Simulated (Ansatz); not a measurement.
BN (zinc blende)

```
BN
1.0
    0.00000     1.80285     1.80285
    1.80285     0.00000     1.80285
    1.80285     1.80285     0.00000
N B
1 1
Direct
  0.75000   0.75000   0.75000
  0.00000   0.00000   0.00000
```

Scan: atom 1 (N, nearest neighbour B at 1.561 Å; its periodic images, 2.5 Å or more away, move with it) is displaced along Cartesian x, direction (1.000, 0.000, 0.000) in Cartesian axes, by s. The other atoms stay.

Computed with PBEsol (plane waves to 420 eV, PAW, scalar-relativistic; Ansatz, a first-principles code). k mesh 13×13×13 (Γ-centred), Fermi-Dirac smearing 0.05 eV. F∥ is the force on the atom along that direction. BN was relaxed with its symmetry unable to fall. 

```json
[
 {"s (Å)": "-0.160", "F∥ (eV/Å)": "3.718"},
 {"s (Å)": "-0.128", "F∥ (eV/Å)": "3.035"},
 {"s (Å)": "-0.096", "F∥ (eV/Å)": "2.313"},
 {"s (Å)": "-0.064", "F∥ (eV/Å)": "1.559"},
 {"s (Å)": "-0.032", "F∥ (eV/Å)": "0.785"},
 {"s (Å)": "0.000", "F∥ (eV/Å)": "0.000"},
 {"s (Å)": "0.032", "F∥ (eV/Å)": "-0.785"},
 {"s (Å)": "0.064", "F∥ (eV/Å)": "-1.559"},
 {"s (Å)": "0.096", "F∥ (eV/Å)": "-2.313"},
 {"s (Å)": "0.128", "F∥ (eV/Å)": "-3.035"},
 {"s (Å)": "0.160", "F∥ (eV/Å)": "-3.718"}
]
```

Problem. What is the force constant k = d²E/ds² of this move at s = 0?

Solution. 24.6 eV/Å². The forces along the line at the two nearest points give (0.785 − (-0.785)) / (2·0.032) = 24.53 eV/Å²; the next pair corrects for the finite step.

Problem. With two atoms in the cell this is the zone-centre optical mode. What wavenumber follows (transverse: no LO-TO term)?

Solution. 1047 cm⁻¹. Reduced mass μ = 6.10 u; ν̃ = 521.5·√(k/μ) with k = 24.57 eV/Å².

(A displaced cell: forces are minus the slopes of the energy, force constants its curvatures, and phonons follow from these.)
